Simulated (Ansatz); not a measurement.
# ScIn: do energies and stresses tell the same story?

Computed with Ansatz, DFT r2SCAN, scalar-relativistic, plane waves, PAW.

Cutoff 500 eV; k points 14×14×10 on the computed 2-atom cell (Γ-centred); Gaussian smearing, width 0.10 eV; collinear spin from starting moments 0.41 0 μB.

Relaxed cell: P4/mmm, a = 3.192 Å, b = 3.192 Å, c = 4.370 Å, α = 90.00°, β = 90.00°, γ = 90.00°, 2 atoms in the primitive cell. Whether it is the stable form of this composition wasn't checked.

Energies at zero smearing and pressures from the stress tensor, at volumes with shape and atoms relaxed:
| V (Å³/atom) | E − E(first) (meV/atom) | P (GPa) |
| --- | --- | --- |
| 20.922 | 0.00 | 5.08 |
| 21.589 | -15.29 | 2.34 |
| 22.257 | -19.99 | 0.00 |
| 22.925 | -15.70 | -1.99 |
| 23.592 | -3.76 | -3.69 |

Check P = −dE/dV between neighbouring volumes, and get the bulk modulus from the pressures alone.

With 1 eV/Å³ = 160.2 GPa:
| middle V (Å³/atom) | −ΔE/ΔV (GPa) | mean P (GPa) |
| --- | --- | --- |
| 21.255 | 3.668 | 3.711 |
| 21.923 | 1.129 | 1.170 |
| 22.591 | -1.029 | -0.997 |
| 23.259 | -2.865 | -2.842 |

The two differ by 0.04 GPa at most. The mean of two end pressures misses the average over a step by about ΔV² P″/12, up to 0.03 GPa here; with that taken off 0.01 GPa remains. Around V = 22.257 Å³/atom, the two neighbours give B = −V ΔP/ΔV = 22.257 × 4.33 / 1.335 = 72.2 GPa, against B0 = 71.8 GPa from the Birch–Murnaghan fit of the energies.

The state reached may not be the lowest one.

Only this magnetic start was tried.